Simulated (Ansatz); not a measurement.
Method: DFT PBE, scalar-relativistic, plane waves, PAW in Ansatz 0.2.0. Settings: cutoff 420 eV, Γ-centred meshes spaced at most about 0.3 Å⁻¹, and about 0.25 Å⁻¹ or finer for metals (2π included), Gaussian smearing. No spin polarisation in the final relaxations.

Temperature and zero-point effects are left out.

Compare these two cells of ZrB2W3, each relaxed at this level.

1.

```xyz
6
Lattice="5.4088 0.0000 0.0000 -2.7044 4.6842 0.0000 0.0000 0.0000 3.3808" Properties=species:S:1:pos:R:3 pbc="T T T"
Zr    0.0000    0.0000    1.6904
B     0.0000    3.1228    1.6904
B     2.7044    1.5614    1.6904
W    -1.3522    2.3421    0.0000
W     2.7044    0.0000    0.0000
W     1.3522    2.3421    0.0000
```

2.

```xyz
6
Lattice="4.1009 0.0000 0.0000 -2.0504 3.5515 0.0000 0.0000 0.0000 5.9540" Properties=species:S:1:pos:R:3 pbc="T T T"
Zr    0.0000    0.0000    0.0000
B     2.0504    1.1838    4.3564
B     0.0000    2.3676    1.5976
W     2.0504    1.1838    1.9604
W     0.0000    2.3676    3.9936
W     0.0000    0.0000    2.9770
```

Problem. Which would you expect to be lower, and how large is the difference?

Solution. Cell 1 is lower, by 0.39 eV/atom. Cell 1 has space group P6/mmm (No. 191), 14.3 Å³/atom and no gap on its mesh; cell 2 has space group P-3m1 (No. 164), 14.5 Å³/atom and no gap. Counting B atoms around W and Zr (those within 1.25 times the shortest such distance or 1.15 times the sum of covalent radii; the shortest distance is added where it is long for a bond; a slash parts the counts of unlike sites), cell 1 has Zr 6 from 3.1 Å, W 4 and cell 2 has Zr 6, W 4/6. Both come from invented guesses.

Spin–orbit coupling, which can matter for W, is left out. Cells relaxed within their symmetry can be saddle points.
